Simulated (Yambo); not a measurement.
```xyz
3
Lattice="1.9282 1.1132 5.8562 -1.9282 1.1132 5.8562 0.0000 -2.2264 5.8562" Properties=species:S:1:pos:R:3 pbc="T T T"
Cl     0.0000     0.0000    13.1543
Cl     0.0000     0.0000     4.4142
Cd     0.0000     0.0000     0.0000
```

CdCl2 (space group R-3m, No. 166): mean Im ε in 1 eV windows above the direct gap of 5.70 eV, for different electron-hole kernels (Yambo, broadening 0.15 eV, PBEsol (Quantum ESPRESSO, PseudoDojo norm-conserving, 102 Ry, scalar-relativistic) bands; 6×6×6 mesh, 8 valence and 5 conduction bands, static screening with 46 bands and a 4 Ry block, scissor 2.18 eV, Tamm-Dancoff; field along x).

```tsv
window (eV)	independent quasiparticles	BSE
5.7 to 6.7	0.7	4.7
6.7 to 7.7	2.0	5.7
7.7 to 8.7	4.5	4.4
8.7 to 9.7	6.0	2.0
9.7 to 10.7	3.6	2.4
10.7 to 11.7	3.3	3.0
```

This run doesn't resolve bound excitons or single peaks, so only averages are given, and they too depend on the mesh; weight that the attraction moves below the gap isn't listed. All transitions below 11.85 eV are in the band window. The scissor comes from a G0W0 run whose convergence isn't established.

Spin-orbit splittings are left out.

Geometry relaxed with PBE+D3(BJ).
